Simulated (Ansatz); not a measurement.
## How settings move the zone-centre phonons of InH

Computed with DFT PBE, scalar-relativistic, plane waves, PAW in Ansatz. Cutoff 420 eV, 14×14×14 k-points (Γ-centred), Fermi-Dirac smearing of 0.15 eV. No spin polarisation. Phonons by linear response, acoustic sum rule imposed.

The cell is fixed (symmetry leaves no force on the atoms) and stands under 0.8 GPa:
```xyz
2
Lattice="0.0000 2.4949 2.4949 2.4949 0.0000 2.4949 2.4949 2.4949 0.0000" Properties=species:S:1:pos:R:3 pbc="T T T"
In    0.0000    0.0000    0.0000
H     2.4949    2.4949    2.4949
```

Its imaginary modes show that this cell, the ideal cubic rocksalt prototype, isn't a minimum of the energy. In a metal, frequencies and elastic constants depend on the k mesh and the smearing, soft modes and shear constants most.

At these settings the run gives the optical modes at Γ (cm⁻¹, by rank, those that always equal the one before left out, no LO field; i marks imaginary):
| setting | mode 1 |
| --- | --- |
| reference run | 275i |

Question: One thing at a time is changed: at most 4 SCF iterations; cutoff 800 eV; cutoff 250 eV; finite displacements of 0.001 Å in the cell itself; at most 2 SCF iterations; XC grid level 3. Some runs at doubtful settings were capped at 50 to 100 SCF iterations. What does each run give?

Answer:
| setting | mode 1 |
| --- | --- |
| at most 4 SCF iterations | not converged |
| cutoff 800 eV | 273i |
| cutoff 250 eV | 103i |
| finite displacements of 0.001 Å in the cell itself | 275i |
| at most 2 SCF iterations | not converged |
| XC grid level 3 | 275i |
The reference run stands for the crystal at ordinary settings. Unsound on purpose: at most 4 SCF iterations; at most 2 SCF iterations. Below the recommended cutoff: cutoff 250 eV. No effect at these digits: finite displacements of 0.001 Å in the cell itself; XC grid level 3.